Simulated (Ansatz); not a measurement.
Relaxed-ion elastic tensor of Nb2SnC in space group P6_3/mmc (No. 194; Nb on 4f, Sn on 2d, C on 2a) in GPa (Voigt order), plane-wave PAW r²SCAN (Ansatz code); density 8.27 g/cm³, 15.89 Å³ per atom.

```
 262   102   135   0.0   0.0   0.0
 102   262   135   0.0   0.0   0.0
 135   135   271   0.0   0.0   0.0
 0.0   0.0   0.0   106   0.0   0.0
 0.0   0.0   0.0   0.0   106   0.0
 0.0   0.0   0.0   0.0   0.0  80.0
```

Question: Is the crystal mechanically stable?

Answer: Yes: the smallest eigenvalue of C is 80.0 GPa.

Question: Work out the Voigt, Reuss and Hill averages.

Answer: K_V = 171, K_R = 170, K_H = 170; G_V = 86.5, G_R = 82.7, G_H = 84.6 GPa.

Question: Give Young's modulus, Poisson's ratio, Pugh's ratio and the universal anisotropy index.

Answer: E = 9KG/(3K + G) = 218 GPa; ν = 0.29; K/G = 2.01 (ductile by the Pugh limit of 1.75); A_U = 5G_V/G_R + K_V/K_R − 6 = 0.24.

Question: Estimate the sound speeds and the Debye temperature.

Answer: v_l = √((K + 4G/3)/ρ) = 5850 m/s, v_t = √(G/ρ) = 3200 m/s, mean 3570 m/s; Θ = (h/k)(3n/4πV)^(1/3) v_m = 423 K.

Question: How much does each axis shrink under pressure?

Answer: Linear compressibilities β_i = Σ_j S_ij (j = 1 to 3): x 2.2, y 2.2, z 1.5 per TPa.

The workflow started from a Materials Project entry (that database holds measured and hypothetical structures alike); the Crystallography Open Database copy checked does not list it. Whether it is the stable phase at ambient conditions was not checked. The r²SCAN relaxation kept the symmetry of its start; of distortions, only those at the zone centre were tested. No spin polarisation was allowed. As this level gives no gap, shear constants depend on the k-mesh and smearing (Fermi–Dirac, 0.1 eV here). Scalar-relativistic: spin–orbit coupling is off unless named, which matters more the heavier the elements.

Potentials: the later of the program's two PAW sets.
